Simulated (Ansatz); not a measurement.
CaSe (rock salt)

```
CaSe
1.0
    0.00000     2.96734     2.96734
    2.96734     0.00000     2.96734
    2.96734     2.96734     0.00000
Ca Se
1 1
Direct
  0.00000   0.00000   0.00000
  0.50000   0.50000   0.50000
```

The volume is varied about the relaxed value V₀ at fixed cell shape. Symmetry pins the atoms to their sites.

All values below come from r2SCAN (plane waves to 500 eV, PAW, scalar-relativistic; Ansatz, a first-principles code). k mesh 10×10×10 (Γ-centred), Fermi-Dirac smearing 0.05 eV. Stress and pressure are positive under compression. CaSe was relaxed with its symmetry unable to fall.

At one point of the scan the stress tensor (GPa) is:

```
   2.30     0.00     0.00
   0.00     2.30     0.00
   0.00     0.00     2.30
```

Task: Which point is it?
A. V/V₀ = 0.940
B. V/V₀ = 0.980
C. V/V₀ = 0.920
D. V/V₀ = 0.960

Result: D, V/V₀ = 0.960

(Under strain, the slope of the energy per volume gives the stress and its curvature an elastic modulus.)
